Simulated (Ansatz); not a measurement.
**Ti₃AlC₂, first-principles data**

Ti$_{3}$AlC$_{2}$:
```xyz
12
Lattice="3.0697 0.0000 0.0000 -1.5348 2.6584 0.0000 0.0000 0.0000 18.6298" Properties=species:S:1:pos:R:3 pbc="T T T"
Ti     1.5348     0.8861     6.9467
Ti     0.0000     1.7723    11.6831
Ti     0.0000     1.7723    16.2616
Ti     1.5348     0.8861     2.3682
Ti     0.0000     0.0000     9.3149
Ti     0.0000     0.0000     0.0000
Al     0.0000     0.0000    13.9724
Al     0.0000     0.0000     4.6575
C      0.0000     1.7723     8.0210
C      1.5348     0.8861    10.6088
C      1.5348     0.8861    17.3359
C      0.0000     1.7723     1.2939
```

Space group P6_3/mmc (No. 194); conventional cell a = b = 3.0697 Å, c = 18.6298 Å, α = β = 90.00°, γ = 120.00°.

Method: r²SCAN (plane waves, PAW; program Ansatz). Structure relaxed to zero pressure with the same functional. Other levels are named where they apply.

**Cell and energy**

- Volume per atom: 12.67 Å³
- Density: 4.25 g/cm³
- Formation energy from the elements (no fitted shifts): -85 kJ/mol-atom

**Electronic structure**

- Electronic character: metallic (no gap)
- Density of states at the Fermi level: 0.28 states/eV per atom (mean over ±0.08 eV)

**Mechanics**

- Bulk modulus (Birch–Murnaghan fit): 166 GPa
- Pressure derivative B′: 4.4
- Elastic constants (relaxed ions, GPa): C11 = 377, C12 = 80.0, C13 = 71.1, C33 = 319, C44 = 131
- Mechanical stability: stable (all eigenvalues of C positive)
- Hill bulk and shear moduli: 168 and 139 GPa
- Young's modulus: 326 GPa
- Poisson's ratio: 0.18
- Debye temperature from the elastic constants: 803 K

**Charges**

* **Bader charges**: Ti +1.48 to +1.75, Al -0.80, C -1.95 e

The first step of the workflow began from a Materials Project structure, measured or hypothetical; the Crystallography Open Database files this formula in space group No. 194, but the cells were not matched. Whether it is the stable phase at ambient conditions was not checked. Symmetry was held in the r²SCAN relaxation; whether a distortion lowers the energy is not shown. The run is not spin-polarised. As this level gives no gap, shear constants depend on the k-mesh and smearing (Fermi–Dirac, 0.1 eV here). The references are the lowest solids computed at this level, not always the standard phases.

Potentials: the earlier of the program's two PAW sets. The files were generated under PBE; for other functionals the program regenerates the frozen cores, and for LDA and PBEsol the local potential too.
